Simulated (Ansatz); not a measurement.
Input, command and steps of an Ansatz relaxation.

```yaml
crystal:
  lattice:
    - [-2.8824162306, 2.8824162306, 5.7054812434]
    - [2.8824162306, -2.8824162306, 5.7054812434]
    - [2.8824162306, 2.8824162306, -5.7054812434]
  atoms:
    - { symbol: Zn, position: [0.0, 0.0, 0.0] }
    - { symbol: Zn, position: [0.75, 0.25, 0.5] }
    - { symbol: Ge, position: [0.5, 0.5, 0.0] }
    - { symbol: Ge, position: [0.25, 0.75, 0.5] }
    - { symbol: As, position: [0.375, 0.3741747108, 0.4991747108] }
    - { symbol: As, position: [0.6258252892, 0.125, 1.0008252892] }
    - { symbol: As, position: [0.875, 0.8758252892, 0.5008252892] }
    - { symbol: As, position: [0.1241747108, 0.625, -0.0008252892] }
basis:
  ecutwfc: 420
kpoints:
  mp_grid: { grid: [10, 10, 10] }
hamiltonian:
  xc: pbesol
scf:
  occupations: { method: gaussian, width: 0.01 }
output:
  forces: true
  stress: true
  eigenvalues: true
relax:
  adjacent_minimum: "off"
  f_tol: 0.01
  max_steps: 30
  cell: { stress_tol: 0.1, fix: [volume] }
```

```bash
ansatz run input.yaml --threads 2 --pin off --max-ram 5120MiB --backend cpu --events-out ev --progress --plain --runs-dir out
```

Level of theory: Ansatz 0.2.0, DFT PBEsol, scalar-relativistic, plane waves, PAW.

The volume is held at 1.06 times that of the relaxed cell.

Of 3 frames 3 are shown, positions in Å and forces in eV/Å; the SCF threshold varies from step to step. Steps run on the plane waves of an earlier cell, with a Pulay correction in the pressure. The basis is chosen afresh for the last frame, the zero of the energies, and at times for earlier ones too; energy and pressure step there, also at an unchanged geometry.

```xyz
8
Lattice="-2.8824 2.8824 5.7055 2.8824 -2.8824 5.7055 2.8824 2.8824 -5.7055" Properties=species:S:1:pos:R:3:forces:R:3 pbc="T T T" step=1 free_energy_over_end_meV_per_atom=0.04 pressure_GPa=-3.48
Zn    0.0000    0.0000    0.0000    0.0000    0.0000    0.0000
Zn    0.0000    2.8824    2.8527    0.0000    0.0000    0.0000
Ge    0.0000    0.0000    5.7055    0.0000    0.0000    0.0000
Ge    2.8824    0.0000    2.8527    0.0000    0.0000    0.0000
As    1.4365    1.4412    1.4264    0.0352    0.0000    0.0000
As    1.4412    4.3284   -1.4264    0.0000   -0.0352    0.0000
As    1.4460    1.4412    7.1319   -0.0352    0.0000    0.0000
As    1.4412   -1.4460    4.2791    0.0000    0.0352    0.0000
8
Lattice="-2.8824 2.8824 5.7054 2.8824 -2.8824 5.7054 2.8824 2.8824 -5.7054" Properties=species:S:1:pos:R:3:forces:R:3 pbc="T T T" step=2 free_energy_over_end_meV_per_atom=0.00 pressure_GPa=-3.47
Zn    0.0000    0.0000    0.0000    0.0000    0.0000    0.0000
Zn    0.0000    2.8824    2.8527    0.0000    0.0000    0.0000
Ge    0.0000    0.0000    5.7054    0.0000    0.0000    0.0000
Ge    2.8824    0.0000    2.8527    0.0000    0.0000    0.0000
As    1.4400    1.4412    1.4263    0.0050    0.0000    0.0000
As    1.4412    4.3249   -1.4263    0.0000   -0.0050    0.0000
As    1.4425    1.4412    7.1317   -0.0050    0.0000    0.0000
As    1.4412   -1.4425    4.2790    0.0000    0.0050    0.0000
8
Lattice="-2.8824 2.8824 5.7054 2.8824 -2.8824 5.7054 2.8824 2.8824 -5.7054" Properties=species:S:1:pos:R:3:forces:R:3 pbc="T T T" step=3 free_energy_over_end_meV_per_atom=0.00 pressure_GPa=-3.47
Zn    0.0000    0.0000    0.0000    0.0000    0.0000    0.0000
Zn    0.0000    2.8824    2.8527    0.0000    0.0000    0.0000
Ge    0.0000    0.0000    5.7054    0.0000    0.0000    0.0000
Ge    2.8824    0.0000    2.8527    0.0000    0.0000    0.0000
As    1.4400    1.4412    1.4263    0.0050    0.0000    0.0000
As    1.4412    4.3249   -1.4263    0.0000   -0.0050    0.0000
As    1.4425    1.4412    7.1317   -0.0050    0.0000    0.0000
As    1.4412   -1.4425    4.2790    0.0000    0.0050    0.0000
```

It took 72 s on 2 threads of AMD EPYC 9R45 96-Core Processor (Zen 5) (shared host), peak memory 1.2 GiB.